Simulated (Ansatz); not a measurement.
**CuSb2 in the CdI2-type structure**

The computed numbers are results of PBE, scalar-relativistic (no spin polarisation) in the plane-wave PAW code Ansatz at 420 eV, 10×10×8 k-mesh, Gaussian smearing of 0.05 eV; PAW files: Ansatz's generated set soft_2.

```cif
data_structure
_symmetry_space_group_name_H-M 'P 1'
_symmetry_Int_Tables_number 1
_cell_length_a 4.0320
_cell_length_b 4.0320
_cell_length_c 4.9606
_cell_angle_alpha 90.000
_cell_angle_beta 90.000
_cell_angle_gamma 120.000
_cell_volume 69.84
loop_
_atom_site_label
_atom_site_type_symbol
_atom_site_fract_x
_atom_site_fract_y
_atom_site_fract_z
_atom_site_occupancy
Cu1 Cu 0.00000 0.00000 0.00000 1
Sb1 Sb 0.33333 0.66667 0.25886 1
Sb2 Sb 0.66667 0.33333 0.74114 1
```

The cell came from substitution into a structure type; no database entry of this phase was matched, which doesn't show that none exists.

The cell above was scaled in volume, and shape and atoms were relaxed at each volume within its symmetry. Energies are counted from the cell above.

| V (Å³/atom) | ΔE (meV/atom) | P (GPa) |
| --- | --- | --- |
| 22.00 | 14.2 | 3.8 |
| 22.35 | 7.1 | 2.6 |
| 22.81 | 1.6 | 1.2 |
| 23.28 | 0.0 | 0.0 |
| 23.75 | 1.5 | -0.9 |
| 24.21 | 5.0 | -1.4 |
| 24.91 | ? | ? |
| 25.61 | 22.8 | -2.5 |

Q: Fill in the withheld row.

A: ΔE (meV/atom): 12.5, P (GPa): -2.1.

Q: Can a bulk modulus be trusted from these points?

A: No. The energies are smooth (scatter 0.15 meV/atom), but the fit's B0′ of 12.3 is out of the usual range: the curve is too flat or too lopsided over this range, or mesh noise enters, and a third-order form can't fix it.

These numbers lack spin–orbit coupling. The cell is a metal with an odd number of electrons, and spin polarisation wasn't tried.
